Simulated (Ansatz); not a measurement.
Sheets of one type (M2XT2 MXene (fcc sites)-type), DFT-PBE in the program Ansatz with PAW potentials; HSE06 gaps on those cells.

| layer | a (Å) | thickness (Å) |
|---|---|---|
| Ti2NS2 | 3.181 | 5.42 |
| Sc2NS2 | 3.332 | 5.88 |
| Ta2NS2 | 3.314 | 5.45 |
| Zr2NS2 | 3.439 | 5.73 |
| V2NS2 | ? | ? |

Some entries are withheld; supply them.


- V2NS2, a (Å): 3.072
- V2NS2, thickness (Å): 5.23

Began spin-polarised and lost the moments: Ti2NS2, M2XT2 MXene (fcc sites)-type layer; Sc2NS2, M2XT2 MXene (fcc sites)-type layer; Ta2NS2, M2XT2 MXene (fcc sites)-type layer; Zr2NS2, M2XT2 MXene (fcc sites)-type layer; V2NS2, M2XT2 MXene (fcc sites)-type layer. All cells were relaxed under the symmetry of their starts (and spin orders); stability against distortions was not tested throughout. Scalar-relativistic: spin–orbit coupling is off unless named, which matters more the heavier the elements. Constructed layers (a layer type filled with these elements): Ti2NS2, M2XT2 MXene (fcc sites)-type layer; Sc2NS2, M2XT2 MXene (fcc sites)-type layer; Ta2NS2, M2XT2 MXene (fcc sites)-type layer; Zr2NS2, M2XT2 MXene (fcc sites)-type layer; V2NS2, M2XT2 MXene (fcc sites)-type layer.

Potentials: the later of the program's two PAW sets.
